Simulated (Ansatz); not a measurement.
A geometry of Ni away from equilibrium: step 2 of the relaxation of a relaxed Ni cell, doubled along one cell vector, shaken by Gaussian noise of σ = 0.08 Å a coordinate. Method: PBEsol (plane waves to 420 eV, PAW, scalar-relativistic; Ansatz, a program for electronic structure). Γ-centred k-mesh 8×15×4 on the run's cell (coarser than for final values), Fermi–Dirac smearing 0.05 eV.

```xyz
8
Lattice="4.8972 0.0001 -0.0032 -1.2243 2.1174 0.0001 -0.0052 -0.0025 8.0019" Properties=species:S:1:pos:R:3 pbc="T T T"
Ni    -0.0346    -0.0146     0.1258
Ni     2.4256    -0.0445     0.0543
Ni    -0.0589    -0.1359     3.9481
Ni     2.4238     0.0106     4.0257
Ni     0.0024     1.4797     1.9745
Ni     2.4852     1.3847     2.1092
Ni     1.1355     0.6579     5.9950
Ni     3.6484     0.6938     6.0181
```
Spin-polarised start, with parallel moments on Ni.

Task: Give the Cartesian forces on all atoms (eV/Å).

Result: 
| atom | Fx | Fy | Fz |
|---|---|---|---|
| Ni1 | -0.17 | -0.08 | -1.19 |
| Ni2 | 0.22 | 0.23 | -0.47 |
| Ni3 | 0.98 | 1.21 | 1.08 |
| Ni4 | -0.65 | -0.92 | 0.30 |
| Ni5 | 0.14 | -0.50 | 0.88 |
| Ni6 | -0.60 | 0.11 | -1.22 |
| Ni7 | 0.43 | 0.24 | 0.29 |
| Ni8 | -0.35 | -0.29 | 0.33 |

Task: What is the pressure?

Result: +2.6 GPa, compression positive.

Spin state reached: ferromagnetic (net 0.63 μB/atom), from parallel starting moments; other spin orders were not run from this start.

The end of the path is a generated cell of Ni: the first start was made by placing the elements on the sites of a structure type, and the end was not matched to a known phase here, so it may be hypothetical. Known forms of Ni include space group No. 225.
